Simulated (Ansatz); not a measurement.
## Fields on a plane of Tl (hcp, Mg type)

```xyz
2
Lattice="3.6083 0.0000 0.0000 -1.8041 3.1249 0.0000 0.0000 0.0000 5.5742" Properties=species:S:1:pos:R:3 pbc="T T T"
Tl     0.0000     2.0832     4.1807
Tl     1.8041     1.0416     1.3936
```

The slice is a (-1 1 0 2) plane (indices of the conventional cell) through the point (0.333, 0.667, 0.750) (fractional), spanned by u = [110] and v = [1 -1 1] in vectors of this cell: u (3.61 Å) and v (8.37 Å, at 90° to u). It covers one period; positions are fractions (u, v).

Atoms on it: Tl at (0.00, 0.00). Other atoms lie within 1 Å of the plane.

All values below come from PBE (plane waves to 420 eV, PAW, scalar-relativistic; Ansatz, an electronic-structure program). k mesh 15×15×9. Near the nuclei the fields are pseudised (PAW); where an atom keeps semicore shells as valence, they peak there. Spin-orbit coupling is left out, though Tl is heavy. The relaxed volume of Tl is well above the measured one; the method has no dispersion term. Tl was relaxed with its symmetry unable to fall.

```
|xx--@@**::::**@@--|
|@@@@##++....++##@@|
|##**==::....::==**|
|::::....::::....::|
|    ..--====--..  |
|    ::==++++==::  |
|    ::==++++==::  |
|......::----::....|
|**++::........::++|
|@@%%**--....--**%%|
|@@@@##++....++##@@|
|##@@%%++::::++%%@@|
|@@@@##++....++##@@|
|####**::....::**##|
|====::..    ..::==|
|::::..        ..::|
|****++::    ::++**|
|@@@@##++....++##@@|
|xx--@@**::::**@@--|
|xxxx@@##::::##@@xx|
```
Scale: ten equal steps from 0.09 (start of ' ') to 0.42 (end of '@'), in the order ' .:-=+*#%@'. Values: electron localisation function (ELF). The map has 9 points along u (two characters each, u = 0 at the left) and 20 along v (v = 0 in the bottom row). Points within 0.5 Å of a nucleus are blanked (x), as the pseudised field means little there.

```
|xxxxxx--%%%%--xxxx|
|xxxx  **%%%%**  xx|
|::==**%%@@@@%%**==|
|%%%%%%%%%%%%%%%%%%|
|@@@@%%##****##%%@@|
|@@@@%%##++++##%%@@|
|@@@@%%##****##%%@@|
|%%%%%%%%####%%%%%%|
|++**##%%%%%%%%##**|
|    ==##@@@@##==  |
|xxxx  **%%%%**  xx|
|xxxx  ++%%%%++  xx|
|xxxx  **%%%%**  xx|
|  ..++%%@@@@%%++..|
|**##%%@@@@@@@@%%##|
|##%%%%@@@@@@@@%%%%|
|::==**%%@@@@%%**==|
|xxxx  **%%%%**  xx|
|xxxxxx--%%%%--xxxx|
|xxxxxx..####..xxxx|
```
Scale: ten equal steps from -1.00 (start of ' ') to 7.70 (end of '@'), in the order ' .:-=+*#%@'. Values: electrostatic potential energy of an electron, from the cell's mean, in eV. The map has 9 points along u (two characters each, u = 0 at the left) and 20 along v (v = 0 in the bottom row). Points within 1 Å of a nucleus are blanked (x), as the pseudised field means little there. Values under -1 eV are set to -1. The zero, the cell's mean, hangs on the PAW cores.
